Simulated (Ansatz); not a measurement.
The start is a relaxed NbP cell, doubled along one cell vector, shaken by Gaussian noise of σ = 0.08 Å a coordinate. Cell shape, volume and atoms are optimised at zero target pressure with r2SCAN (plane waves to 500 eV, PAW, scalar-relativistic; Ansatz, a first-principles code). The first steps use a coarse 4×8×7 k-mesh.

Initial structure:
```yaml
crystal:
  lattice:
    - [6.66890, 0.00000, 0.00000]
    - [-1.66723, 2.88772, 0.00000]
    - [0.00000, 0.00000, 3.32699]
  atoms:
    - { symbol: Nb, position: [0.98234, 0.98322, 0.00254] }
    - { symbol: Nb, position: [0.49144, 0.99865, 0.00595] }
    - { symbol: P, position: [0.32967, 0.35496, 0.48626] }
    - { symbol: P, position: [0.85900, 0.34235, 0.52699] }
```

Q: How large is the pressure on the unrelaxed cell, and of which sign?

A: +2 GPa (positive: the cell is compressed).

Q: Which atoms feel the largest initial force, and how large is it?

A: About 3.0 eV/Å, on P4 (atoms numbered as listed).

Q: How do the shortest distances between atoms change?

A: The closest pairs of elements (up to four, under 3.6 Å), start → end: Nb–P 2.37 → 2.54 Å; P–P 3.12 → 3.33 Å; Nb–Nb 3.28 → 3.33 Å.

Q: What band gap does the relaxed structure have at this level?

A: No gap (metallic).

Final structure:

Space group P-6m2 (No. 187); a = b = 3.334 Å, c = 3.327 Å, α = β = 90.00°, γ = 120.00°

| atom | site | symmetry | x | y | z |
|---|---|---|---|---|---|
| Nb | 1c | -6m2 | 0.3333 | 0.6667 | 0.0000 |
| P | 1f | -6m2 | 0.6667 | 0.3333 | 0.5000 |

Final values are on a 16×16×14 k-mesh of the relaxed cell. No spin polarisation in the result.

The relaxed structure here is a generated cell of NbP: the first start was made by placing the elements on the sites of a structure type, and the end was not matched to a known phase here, so it may be hypothetical.
